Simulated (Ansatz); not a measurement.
**¹⁷O NMR of the central transition in Li4Be3P3ClO12**

Cell: a Materials Project structure (computed, not necessarily an observed phase), atoms as given.

```yaml
crystal:
  lattice:
    - [8.11474, 0.00000, 0.00000]
    - [0.00000, 8.11474, 0.00000]
    - [0.00000, 0.00000, 8.11474]
  atoms:
    - { symbol: Li, position: [0.32480, 0.32480, 0.67521] }
    - { symbol: Li, position: [0.67521, 0.32480, 0.32480] }
    - { symbol: Li, position: [0.17520, 0.82479, 0.82479] }
    - { symbol: Li, position: [0.82479, 0.17520, 0.82479] }
    - { symbol: Li, position: [0.17520, 0.17520, 0.17520] }
    - { symbol: Li, position: [0.82479, 0.82479, 0.17520] }
    - { symbol: Li, position: [0.67521, 0.67521, 0.67521] }
    - { symbol: Li, position: [0.32480, 0.67521, 0.32480] }
    - { symbol: Be, position: [0.50000, 0.75000, 0.00000] }
    - { symbol: Be, position: [0.25000, 0.00000, 0.50000] }
    - { symbol: Be, position: [0.00000, 0.50000, 0.25000] }
    - { symbol: Be, position: [0.50000, 0.25000, 0.00000] }
    - { symbol: Be, position: [0.00000, 0.50000, 0.75000] }
    - { symbol: Be, position: [0.75000, 0.00000, 0.50000] }
    - { symbol: P, position: [0.50000, 0.00000, 0.25000] }
    - { symbol: P, position: [0.00000, 0.25000, 0.50000] }
    - { symbol: P, position: [0.25000, 0.50000, 0.00000] }
    - { symbol: P, position: [0.00000, 0.75000, 0.50000] }
    - { symbol: P, position: [0.50000, 0.00000, 0.75000] }
    - { symbol: P, position: [0.75000, 0.50000, 0.00000] }
    - { symbol: Cl, position: [0.50000, 0.50000, 0.50000] }
    - { symbol: Cl, position: [0.00000, 0.00000, 0.00000] }
    - { symbol: O, position: [0.36411, 0.08258, 0.64403] }
    - { symbol: O, position: [0.63589, 0.91742, 0.64403] }
    - { symbol: O, position: [0.08258, 0.64403, 0.36411] }
    - { symbol: O, position: [0.36411, 0.91742, 0.35597] }
    - { symbol: O, position: [0.63589, 0.08258, 0.35597] }
    - { symbol: O, position: [0.64403, 0.36411, 0.08258] }
    - { symbol: O, position: [0.41742, 0.86411, 0.85597] }
    - { symbol: O, position: [0.91742, 0.35597, 0.36411] }
    - { symbol: O, position: [0.85597, 0.58258, 0.13589] }
    - { symbol: O, position: [0.64403, 0.63589, 0.91742] }
    - { symbol: O, position: [0.13589, 0.85597, 0.58258] }
    - { symbol: O, position: [0.58258, 0.13589, 0.85597] }
    - { symbol: O, position: [0.91742, 0.64403, 0.63589] }
    - { symbol: O, position: [0.13589, 0.14403, 0.41742] }
    - { symbol: O, position: [0.35597, 0.63589, 0.08258] }
    - { symbol: O, position: [0.14403, 0.58258, 0.86411] }
    - { symbol: O, position: [0.08258, 0.35597, 0.63589] }
    - { symbol: O, position: [0.85597, 0.41742, 0.86411] }
    - { symbol: O, position: [0.86411, 0.14403, 0.58258] }
    - { symbol: O, position: [0.14403, 0.41742, 0.13589] }
    - { symbol: O, position: [0.58258, 0.86411, 0.14403] }
    - { symbol: O, position: [0.35597, 0.36411, 0.91742] }
    - { symbol: O, position: [0.86411, 0.85597, 0.41742] }
    - { symbol: O, position: [0.41742, 0.13589, 0.14403] }
```

Atom numbers follow the list; atoms alike are taken as one site, whose name carries the number of the first.

Computed with Ansatz: DFT, PBE, plane waves and PAW, scalar-relativistic, 420 eV cutoff, Γ-centred 3×3×3 k-points, Fermi–Dirac smearing 0.02 eV.

¹⁷O has I = 5/2 and Q = -25.58 mb (Pyykkö 2018); at 18.8 T its Larmor frequency is ν₀ = 108.6 MHz. Only the quadrupole interaction is simulated: positions count from each site's isotropic chemical shift, and J coupling is left out, as are shift anisotropy and dipolar coupling, which fast spinning averages.

Simulated pattern of one O site (fast magic-angle spinning, Gaussian broadening 0.2 kHz):

offset (kHz), height and a bar:
```
   -5.145          0 
   -4.980          2 #
   -4.814          7 ##
   -4.648          9 ###
   -4.482          9 ###
   -4.316          9 ###
   -4.151         10 ###
   -3.985         10 ###
   -3.819         11 ###
   -3.653         19 ######
   -3.487         35 ###########
   -3.322         42 #############
   -3.156         47 ##############
   -2.990         59 ##################
   -2.824         89 ###########################
   -2.658         96 #############################
   -2.493         77 #######################
   -2.327         69 #####################
   -2.161         66 ####################
   -1.995         66 ####################
   -1.829         68 ####################
   -1.664         72 #####################
   -1.498         81 ########################
   -1.332        100 ##############################
   -1.166         97 #############################
   -1.000         76 #######################
   -0.835         66 ####################
   -0.669         59 ##################
   -0.503         54 ################
   -0.337         36 ###########
   -0.171          6 ##
   -0.006          0
```

(1) Which |C_Q| and η does the pattern imply?

Answers

(1) The pattern spans 4.62 kHz before broadening and its centre of gravity is at -2.00 kHz, which fixes P_Q; the places of the horns and steps fix η. That gives P_Q = 6.02 MHz, |C_Q| = 5.90 MHz and η = 0.35. The sign of C_Q can't be read from the pattern.
